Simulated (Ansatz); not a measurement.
## NaSrHfNbO$_{6}$ as an electrode: from total energies to capacity

Theory: DFT PBE+D3(BJ), scalar-relativistic, plane waves, PAW in Ansatz.

Cutoff 420 eV; k points 6×6×6 on the computed 10-atom cell (Γ-centred); Gaussian smearing, width 0.02 eV; no spin polarisation for the host; each changed cell takes a mesh and smearing chosen by its own gap and starts from the host's moments or customary ones, or runs without spin. Cells and atoms are relaxed to the nearest stationary point that keeps the symmetry of their start (forces under 0.02 to 0.04 eV/Å, stress under 0.1 to 0.2 GPa); energies are at zero smearing, without zero-point or thermal terms.

Relaxed NaSrHfNbO₆, the filled host:

```
Na Sr Hf Nb O
1.0
     0.00000    4.04704    4.04704
     4.04704    0.00000    4.04704
     4.04704    4.04704    0.00000
Na Sr Hf Nb O
1 1 1 1 6
Direct
  0.75000 0.75000 0.75000
  0.25000 0.25000 0.25000
  0.00000 0.00000 0.00000
  0.50000 0.50000 0.50000
  0.74486 0.25514 0.25514
  0.25514 0.74486 0.74486
  0.74486 0.74486 0.25514
  0.25514 0.25514 0.74486
  0.25514 0.74486 0.25514
  0.74486 0.25514 0.74486
```

The cell NaSrHfNbO6 (132.6 Å³, 478.0 g/mol) and the cell SrHfNbO6 (132.2 Å³) differ by 1 Na. Moving that ion from the filled cell into Na metal costs E(emptied) + 1 E(Na) − E(filled) = 4.399 eV.

Problem. Work out the mean voltage, the capacity and the energy density of the active material.

Solution. Each Na carries 1 electron, so V = 4.399 eV / (1 × 1 e) = 4.40 V against Na/Na⁺; entropy and pV terms between solids usually shift this by less than 0.1 V. With F/3.6 = 26,801 mAh/mol the capacity per mass of the filled compound is 26,801 × 1 / 478.0 = 56 mAh/g, and per volume 26,801 × 1 / (0.6022 × 132.57) = 336 mAh/cm³. Times the voltage: 247 Wh/kg and 1477 Wh/L against Na metal; that mass already holds the cycled Na, while the volume of the plated metal, any excess of it and all inactive parts aren't counted. The cell shrinks by 0.3 % on emptying. E(Na) is that of the bulk metal under the same functional. These are ideal figures for a topotactic reaction: kinetics, other orderings and break-up into other phases aren't tested.

Spin-orbit coupling is left out. Spin polarisation was left out, and a magnetic state may lie lower.

Cost: 2 runs of about 1.1 core-minutes in all, on Intel Xeon Platinum 8581C (Emerald Rapids) (shared hosts).